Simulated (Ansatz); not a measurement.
**Si₂Mo: course of a relaxation**

These are results of DFT r2SCAN, scalar-relativistic, plane waves, PAW in Ansatz 0.2.0, not measurements. Run with 500 eV cutoff, 12×12×6 k-mesh, Gaussian smearing of 0.10 eV, no spin polarisation.

What was changed: biaxial strain in the a-b plane, c and atoms relaxed: +4.5 %.

Command:

```bash
ansatz run input.yaml --threads 1 --pin off --max-ram 2560MiB --backend cpu --events-out ev --progress --plain --runs-dir out
```

Input:

```yaml
crystal:
  lattice:
    - [3.3458281667, 0.0, 0.0]
    - [0.0, 3.3458281667, 0.0]
    - [0.0, 0.0, 7.607563854]
  atoms:
    - { symbol: Si, position: [0.0, 0.0, 0.3358510385] }
    - { symbol: Si, position: [0.5, 0.5, 0.1641489615] }
    - { symbol: Si, position: [0.5, 0.5, 0.8358510385] }
    - { symbol: Si, position: [0.0, 0.0, 0.6641489615] }
    - { symbol: Mo, position: [0.0, 0.0, 0.0] }
    - { symbol: Mo, position: [0.5, 0.5, 0.5] }
basis:
  ecutwfc: 500
kpoints:
  mp_grid: { grid: [12, 12, 6] }
hamiltonian:
  xc: r2scan
scf:
  occupations: { method: gaussian, width: 0.1 }
output:
  forces: true
  stress: true
  eigenvalues: true
relax:
  adjacent_minimum: "off"
  f_tol: 0.008
  max_steps: 40
  cell: { stress_tol: 0.015, fix: [a, b, gamma] }
```

F is the free energy. Steps run on the plane waves of an earlier cell, but the last one, and at times one on the way, on a freshly chosen basis, so a repeated geometry can differ a little in energy. The held parts of the cell keep their stress, so P needn't end at zero.

Steps:

```csv
step,F − F(1) (eV),largest force component (eV/Å),V (Å³/atom),P (GPa)
1,0.0000,0.016,14.194,-9.24
2,-0.0273,0.005,14.437,-12.86
3,-0.0284,0.001,14.400,-12.33
4,-0.0284,0.002,14.397,-12.30
5,-0.0287,0.002,14.397,-12.30
```

Relaxed structure:

```
CELL_PARAMETERS angstrom
3.34583 0.00000 0.00000
0.00000 3.34583 0.00000
0.00000 0.00000 7.71641
ATOMIC_POSITIONS crystal
Si 0.00000 0.00000 0.33603
Si 0.50000 0.50000 0.16397
Si 0.50000 0.50000 0.83603
Si 0.00000 0.00000 0.66397
Mo 0.00000 0.00000 0.00000
Mo 0.50000 0.50000 0.50000
```

It takes space group I4/mmm (No. 139, tetragonal). Conventional cell: a = 3.346 Å, b = 3.346 Å, c = 7.716 Å, α = 90.00°, β = 90.00°, γ = 90.00°. Si (site symmetry 4mm) is surrounded by 5 Si at 2.53 to 2.71 Å and 5 Mo at 2.59 to 2.68 Å. Around Mo (site symmetry 4/mmm) lie 10 Si at 2.59 to 2.68 Å.

The run converged. It took 4.6 min on 1 thread of Intel(R) Xeon(R) Processor @ 2.50GHz (Skylake/Cascade Lake), with other jobs on the host, peak memory 0.73 GiB.